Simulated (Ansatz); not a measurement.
The cell below belongs to a search over invented structures; it isn't taken from experiment.

Input and command of a plane-wave DFT calculation in Ansatz:

```yaml
crystal:
  lattice:
    - [5.6690021566, 0.0, 0.0]
    - [0.0, 5.6690021566, 0.0]
    - [0.0, 0.0, 8.0983270306]
  atoms:
    - { symbol: Sc, position: [0.0, 0.0, 0.0] }
    - { symbol: In, position: [0.0, 0.5, 0.0] }
    - { symbol: In, position: [0.5, 0.0, 0.0] }
    - { symbol: In, position: [0.5, 0.5, 0.5] }
    - { symbol: As, position: [0.5, 0.5, 0.1846657478] }
    - { symbol: As, position: [0.5, 0.5, 0.8153342522] }
basis:
  ecutwfc: 420
kpoints:
  mp_grid: { grid: [8, 8, 6] }
hamiltonian:
  xc: pbe
scf:
  occupations: { method: gaussian, width: 0.1 }
output:
  forces: true
  stress: true
  eigenvalues: true
  write_density: true
  write_potential: true
  elf: true
  volumetric_format: npy
relax:
  adjacent_minimum: "off"
  f_tol: 0.01
  max_steps: 80
  cell: { stress_tol: 0.05 }
```

```bash
ansatz run input.yaml --threads 1 --pin off --max-ram 2560MiB --backend cpu --events-out ev --progress --plain --runs-dir out
```

Processor: Intel(R) Xeon(R) Platinum 8259CL CPU @ 2.50GHz (Skylake/Cascade Lake), 1 thread, on a host shared with other jobs.

Problem. How long does it run, and how much memory does it take?

Solution. About 4.1 min, peak memory 0.92 GiB. It solves 48 bands at 60 k points (after reduction by symmetry) with about 5159 plane waves (on the last cell), in 23 SCF iterations over 4 ionic steps.
